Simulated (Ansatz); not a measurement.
A geometry of Al away from equilibrium: step 3 of the relaxation of a relaxed Al cell, doubled along one cell vector, shaken by Gaussian noise of σ = 0.08 Å a coordinate. The numbers are results of r2SCAN (plane waves to 500 eV, PAW, scalar-relativistic; Ansatz, a quantum-chemistry and plane-wave program), not measurements. Γ-centred k-mesh 4×8×6 on the run's cell (coarser than for final values), Fermi–Dirac smearing 0.05 eV. The plane waves were selected for a different cell earlier on the path.

```yaml
crystal:
  lattice:
    - [9.00292, 0.16299, 0.02644]
    - [-2.18015, 3.75927, 0.00886]
    - [0.01534, 0.02073, 5.10149]
  atoms:
    - { symbol: Al, position: [0.95647, 0.95227, 0.72182] }
    - { symbol: Al, position: [0.45447, 0.93075, 0.71532] }
    - { symbol: Al, position: [0.04017, 0.07296, 0.21493] }
    - { symbol: Al, position: [0.54405, 0.04121, 0.21727] }
    - { symbol: Al, position: [0.12807, 0.62254, 0.77120] }
    - { symbol: Al, position: [0.62629, 0.59991, 0.79297] }
    - { symbol: Al, position: [0.37304, 0.39018, 0.23215] }
    - { symbol: Al, position: [0.86949, 0.38609, 0.25943] }
```

Problem. What forces act on the atoms (eV/Å)?

Solution. 
| atom | Fx | Fy | Fz |
|---|---|---|---|
| Al1 | -0.86 | -0.74 | -0.50 |
| Al2 | -0.67 | -0.56 | -0.28 |
| Al3 | 1.20 | 0.30 | -0.08 |
| Al4 | 0.53 | 1.12 | -0.25 |
| Al5 | 0.05 | -0.01 | 0.34 |
| Al6 | 0.20 | 0.09 | 0.33 |
| Al7 | -0.12 | -0.64 | 0.18 |
| Al8 | -0.32 | 0.43 | 0.27 |

The path ends in Pbca (No. 61) at a tolerance of 0.01 Å, Cmce (No. 64) at 0.1 Å. No spin polarisation in the result.

The end of the path is a generated cell of Al: the first start was made by placing the elements on the sites of a structure type, and the end was not matched to a known phase here, so it may be hypothetical. Known forms of Al include space group No. 225.
